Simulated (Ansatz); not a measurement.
EuSe₂ (fluorite structure)

Computed with Ansatz (plane waves, PAW, 420 eV cutoff): PBEsol, scalar-relativistic, collinear spin, Γ-centred 8×8×8 mesh, 0.05 eV Gaussian smearing; PAW files: Ansatz's generated set soft_2.

```
Eu Se
1.0
     0.00000    3.42741    3.42741
     3.42741    0.00000    3.42741
     3.42741    3.42741    0.00000
Eu Se
1 2
Direct
  0.00000 0.00000 0.00000
  0.25000 0.25000 0.25000
  0.75000 0.75000 0.75000
```

The cell came from substitution into a structure type; whether the compound takes it is for experiment to say.

Magnetic state: ferromagnetic, site spin moments Eu 6.42; Se -0.10 μB.

Cell and atoms are those of this level's equilibrium.

Path: Γ–X–U | K–Γ–L–W–X, with Γ = (0.000, 0.000, 0.000), X = (0.500, 0.000, 0.500), U = (0.625, 0.250, 0.625), K = (0.375, 0.375, 0.750), L = (0.500, 0.500, 0.500), W = (0.500, 0.250, 0.750) in reciprocal vectors of the calculation's cell.

Q: Is it a metal or an insulator, and if it has a gap, where are the band edges on this path?

A: A metal: bands cross the Fermi level.

Levels between -6 and 6 eV from the Fermi level at the path's named points:
| point | spin | below E_F (eV) | above E_F (eV) |
| --- | --- | --- | --- |
| Γ | up | -3.26 -3.26 -3.26 -0.71 -0.71 -0.71 -0.44 -0.44 -0.44 -0.25 | 0.73 0.73 0.73 2.80 2.80 4.60 |
| Γ | down | -3.22 -3.22 -3.22 | 0.15 0.15 0.15 3.34 3.34 4.07 4.20 4.20 4.20 4.34 4.34 4.34 4.74 |
| X | up | -4.31 -2.67 -2.67 -0.64 -0.49 -0.40 -0.40 -0.34 -0.32 -0.32 -0.22 -0.22 | 1.54 2.48 4.22 4.80 5.79 5.79 |
| X | down | -4.26 -2.58 -2.58 -0.15 -0.15 | 0.83 2.89 3.93 4.07 4.07 4.14 4.24 4.24 4.29 5.06 5.47 |
| U and K | up | -3.96 -2.84 -2.47 -1.00 -0.72 -0.41 -0.41 -0.40 -0.37 -0.35 -0.31 -0.17 | 1.18 3.21 4.17 4.85 5.37 |
| U and K | down | -3.90 -2.77 -2.38 -0.84 -0.25 | 0.56 3.51 4.06 4.08 4.09 4.11 4.23 4.25 4.27 4.97 5.51 |
| L | up | -2.47 -2.47 -1.99 -1.83 -1.42 -1.42 -0.43 -0.41 -0.41 -0.39 -0.09 -0.09 -0.07 | 3.47 3.47 4.91 |
| L | down | -2.42 -2.42 -1.93 -1.70 -1.19 -1.19 | 3.80 4.10 4.10 4.14 4.14 4.20 4.21 4.28 4.28 5.70 |
| W | up | -3.80 -3.42 -1.65 -1.65 -0.66 -0.41 -0.40 -0.40 -0.38 -0.32 -0.32 -0.09 | 1.31 3.72 3.83 4.94 4.94 |
| W | down | -3.73 -3.35 -1.54 -1.54 -0.01 | 0.62 3.80 4.08 4.08 4.11 4.15 4.15 4.24 4.46 4.61 5.62 5.62 |

Without a U the 4f levels of Eu lie too near the Fermi level, so their share of the states there, and what hangs on it, is overstated. These numbers lack spin–orbit coupling. The run wasn't fully tested for a lower electronic state. Site moments are of spin, integrated over atomic spheres. Only parallel moments were tried, so the real magnetic order may be another.
